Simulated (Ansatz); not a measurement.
LiTaO$_{3}$:
```xyz
10
Lattice="2.5953 1.4984 4.6381 -2.5953 1.4984 4.6381 0.0000 -2.9968 4.6381" Properties=species:S:1:pos:R:3 pbc="T T T"
Li     0.0000     0.0000     3.9197
Li     0.0000     0.0000    10.8769
Ta     0.0000     0.0000    13.9095
Ta     0.0000     0.0000     6.9524
O      1.0178    -1.3169     7.9165
O     -1.6494    -0.2230     7.9165
O      0.6316     1.5399     7.9165
O     -0.6316    -1.4569     5.5974
O      1.5775     0.1815     5.5974
O     -0.9460     1.2754     5.5974
```

Relaxed with PBE. Special points in fractions of this cell's reciprocal vectors: Γ (0.000, 0.000, 0.000); T (0.500, 0.500, 0.500); H2 (0.764, 0.236, 0.500); H0 (0.500, -0.236, 0.236); L (0.500, 0.000, 0.000); S0 (0.368, -0.368, 0.000); S2 (0.632, 0.000, 0.368); F (0.500, 0.000, 0.500).

List the band energies nearest the valence-band maximum at these points for plane-wave PAW PBE (Ansatz code).

In eV from the valence-band maximum; about four levels below and three above (degenerate sets whole), none deeper than 8.9 eV; points with the same levels are listed once.

```
k                           below                          above
--  -----------------------------  -----------------------------
Γ   -0.48 -0.48 -0.38 -0.02 -0.02                 3.79 3.79 4.13
T         -0.29 -0.29 -0.29 -0.29  5.14 5.14 5.41 5.41 5.41 5.41
H2        -0.70 -0.70 -0.31 -0.31            4.35 4.35 5.16 5.16
L         -0.34 -0.34 -0.25 -0.25            4.59 4.59 5.22 5.22
S0        -0.83 -0.52 -0.44 -0.15                 4.00 4.52 5.15
F         -0.91 -0.57 -0.44 -0.25                 3.85 4.50 5.07
```

Space group R3c. The PBE relaxation kept the symmetry of its start. The run is not spin-polarised. Scalar-relativistic: spin–orbit coupling is off unless named, which matters more the heavier the elements.

Potentials: the earlier of the program's two PAW sets.
